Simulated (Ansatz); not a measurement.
**One input, then a changed one: PdBr (rocksalt type)**

First run: DFT, PBE, all-electron PAW with datasets made for the crystal, scalar-relativistic (Ansatz 0.2.0).

Command: `ansatz run input.yaml --threads 1 --pin off --max-ram 2048MiB --backend cpu --events-out ev --progress --plain --runs-dir out` It took 9.4 s on 1 thread of Arm Neoverse V1, on a shared host, peak memory 0.51 GiB.

```yaml
crystal:
  lattice:
    - [0.0, 2.7464078704, 2.7464078704]
    - [2.7464078704, 0.0, 2.7464078704]
    - [2.7464078704, 2.7464078704, 0.0]
  atoms:
    - { symbol: Pd, position: [0.0, 0.0, 0.0] }
    - { symbol: Br, position: [0.5, 0.5, 0.5] }
kpoints:
  mp_grid: { grid: [13, 13, 13] }
scf:
  occupations: { method: fermi_dirac, width: 0.1 }
hamiltonian:
  xc: pbe
  pseudopotentials: { kind: all_electron, datasets: crystal }
output:
  forces: true
  stress: true
  eigenvalues: true
```

The cell comes from a relaxation on PAW files under the same functional, begun from a prototype that needn't be the stable phase.

This run: the series' base cell.

It converges in 8 SCF iterations at a pressure of -0.02 GPa.

The input is then changed:

```diff
   occupations: { method: fermi_dirac, width: 0.1 }
+  mixing: { algorithm: msr1, beta: 0.7, ndim: 8 }
 hamiltonian:
   pseudopotentials: { kind: all_electron, datasets: crystal }
+  dispersion: d3bjatm
 output:
```

Q: What does the second run give?

A: It converges in 8 SCF iterations at a pressure of -2.81 GPa. More than one line changes, and not each need have an effect.
